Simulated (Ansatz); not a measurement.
Sb: energy along a strain

Sb, Pm-3m, a = 3.160 Å (as given, not relaxed at this level: -4.9 GPa). This isn't the element's structure at ambient conditions. Ansatz: PBEsol, PAW, 420 eV, Γ-centred 16×16×16 mesh on 1 atom, Gaussian smearing 0.15 eV; no spin polarisation. Cell vectors (Å): 3.160 0.000 0.000; 0.000 3.160 0.000; 0.000 0.000 3.160. The cell is strained by x per cent times the pattern (0 0 0 1 0 0) in the order xx yy zz yz xz xy (engineering shears), with fractional coordinates held. y is the free energy over the start, V0 = 31.554 Å³/atom. Symmetry makes y even in x.

```tsv
x (%)	y (meV/atom)
-6.00	4.53
-3.00	1.21
0.00	0.00
1.50	0.31
2.25	0.69
3.75	1.86
4.50	2.63
5.25	?
```

Task: Fit y = c2 x² + c4 x⁴ to the other rows, get the stiffness along the pattern, and predict the missing energy.

Result: Least squares on the rows shown. y = 0.1364 x² − 0.0002942 x⁴. The clamped-ion stiffness p·C·p = 2 × 1.364 eV × 160.2 / 31.554 Å³ = 13.9 GPa, which is C44 in these axes (second derivative at the start, which stands under stress). At x = 5.25 the fit asked for gives 3.54 meV/atom. The run gave 3.52 meV/atom, so the fit is 0.02 meV/atom too high, a small miss on the scale of the series.